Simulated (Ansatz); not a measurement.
Input:

SrZrO3:
```cif
data_O3SrZr
_chemical_formula_sum 'Sr1 Zr1 O3'
_space_group_name_H-M_alt 'P 1'
_space_group_IT_number 1
_cell_length_a 4.07339
_cell_length_b 4.07339
_cell_length_c 4.16333
_cell_angle_alpha 90.000
_cell_angle_beta 90.000
_cell_angle_gamma 90.000
loop_
_space_group_symop_operation_xyz
  'x, y, z'
loop_
_atom_site_label
_atom_site_type_symbol
_atom_site_fract_x
_atom_site_fract_y
_atom_site_fract_z
_atom_site_occupancy
Sr1 Sr 0.50000 0.50000 0.55627 1
Zr1 Zr 0.00000 0.00000 0.00555 1
O1 O 0.00000 0.00000 0.48342 1
O2 O 0.50000 0.00000 0.94939 1
O3 O 0.00000 0.50000 0.94939 1
```

This is the LDA-relaxed structure.

**Question.** All from the program Ansatz at the LDA level (PAW), unless another level is named. Give the band gap.

**Answer.** 3.37 eV (indirect).

**Question.** Give the weight of the valence-edge state by species (Voronoi cells).

**Answer.** O 98 %.

**Question.** And the conduction-band minimum?

**Answer.** at Γ.

Space group P4mm. The workflow started from a Materials Project entry (that database holds measured and hypothetical structures alike); the Crystallography Open Database copy checked does not list it. COD files the formula under space group No. 62, 63, 221, so this cell is another polymorph or a model. Its standing as an ambient phase is unchecked. The cell was relaxed with LDA under the symmetry of its start. At this level the phase is dynamically unstable (imaginary phonons). The run is not spin-polarised. Scalar-relativistic: spin–orbit coupling is off unless named, which matters more the heavier the elements.

Potentials: the later of the program's two PAW sets.
